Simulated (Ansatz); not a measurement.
Ge (diamond)

```
CELL_PARAMETERS angstrom
      0.00000     2.83720     2.83720
      2.83720     0.00000     2.83720
      2.83720     2.83720     0.00000
ATOMIC_POSITIONS crystal
  Ge 0.50000 0.50000 0.50000
  Ge 0.75000 0.75000 0.75000
```

The slice is a {100} plane (indices of the conventional cell) through the point (0.500, 0.500, 0.500) (fractional), spanned by u = [100] and v = [0 1 -1] in vectors of this cell: u (4.01 Å) and v (4.01 Å, at 90° to u). It covers one period; positions are fractions (u, v).

Computed with r2SCAN (plane waves to 500 eV, PAW, scalar-relativistic; Ansatz, an electronic-structure program). k mesh 10×10×10. Inside the PAW spheres the values are not all-electron values, and peaks at nuclei hang on which shells count as valence. Ge was relaxed with its symmetry unable to fall.

Three fields on this plane, each scaled to ten steps between its own extremes (0 low, 9 high; the total valence density on a logarithmic scale, the potential cut 8 eV below its top; x marks points blanked near nuclei; v = 0 in the bottom row):

Map A
```
|xxxxxxx014667777766410xxxxxx|
|xxxxxxx025677777776520xxxxxx|
|xxxxxxx035677777776530xxxxxx|
|xxxxxx02467778887776420xxxxx|
|xxxxx0146778888888776410xxxx|
|xxxx013577888888888775310xxx|
|0000245778899999998877542000|
|1123467788999999999887764321|
|4455677889999999999988776554|
|6666778899999999999998877666|
|6677788999999999999999887776|
|6777788999999999999999887777|
|7777888999999999999999888777|
|7777888999999999999999888777|
|7777888999999999999999888777|
|6777788999999999999999887777|
|6677788999999999999999887776|
|6666778899999999999998877666|
|4455677889999999999988776554|
|1123467788999999999887764321|
|0000245778899999998877542000|
|xxxx013577888888888775310xxx|
|xxxxx0146778888888776410xxxx|
|xxxxxx02467778887776420xxxxx|
|xxxxxxx035677777776530xxxxxx|
|xxxxxxx025677777776520xxxxxx|
|xxxxxxx014667777766410xxxxxx|
|xxxxxxx014666767666410xxxxxx|
```

Map B
```
|xxxxxxx853212222212358xxxxxx|
|xxxxxxx853212222212358xxxxxx|
|xxxxxxx742211222112247xxxxxx|
|xxxxxx96321111111112369xxxxx|
|xxxxx9743211111111123479xxxx|
|xxxx975321111111111123579xxx|
|9887643211000111000112346788|
|5554332110000000000011233455|
|3332221100000000000001122233|
|2222111000000000000000111222|
|1111111000000000000000111111|
|2221111000000000000000111122|
|2222111100000000000001111222|
|2222111100000000000001111222|
|2222111100000000000001111222|
|2221111000000000000000111122|
|1111111000000000000000111111|
|2222111000000000000000111222|
|3332221100000000000001122233|
|5554332110000000000011233455|
|9887643211000111000112346788|
|xxxx975321111111111123579xxx|
|xxxxx9743211111111123479xxxx|
|xxxxxx96321111111112369xxxxx|
|xxxxxxx742211222112247xxxxxx|
|xxxxxxx853212222212358xxxxxx|
|xxxxxxx853212222212358xxxxxx|
|xxxxxxx953212222212359xxxxxx|
```

Map C
```
|xxxxxxx998776666677899xxxxxx|
|xxxxxxx988776666677889xxxxxx|
|xxxxxxx987766666667789xxxxxx|
|xxxxxx98776655555667789xxxxx|
|xxxxx9887665554555667889xxxx|
|xxxx988766544444445667889xxx|
|9999887665443333344566788999|
|9988776654433222334456677889|
|8887766543322222223345667788|
|7777665443221111122344566777|
|7776654432211101112234456677|
|6666554332110000011233455666|
|6666554322110000011223455666|
|6666554322100000001223455666|
|6666554322110000011223455666|
|6666554332110000011233455666|
|7776654432211101112234456677|
|7777665443221111122344566777|
|8887766543322222223345667788|
|9988776654433222334456677889|
|9999887665443333344566788999|
|xxxx988766544444445667889xxx|
|xxxxx9887665554555667889xxxx|
|xxxxxx98776655555667789xxxxx|
|xxxxxxx987766666667789xxxxxx|
|xxxxxxx988776666677889xxxxxx|
|xxxxxxx998776666677899xxxxxx|
|xxxxxxx998776666677899xxxxxx|
```

Q: Assign the maps to these fields: density of the lowest conduction band (whole band as if filled, smooth part); valence electron density; electrostatic potential energy of an electron, from the cell's mean.

A: A is the electrostatic potential energy of an electron, from the cell's mean; B is the density of the lowest conduction band (whole band as if filled, smooth part); C is the valence electron density.
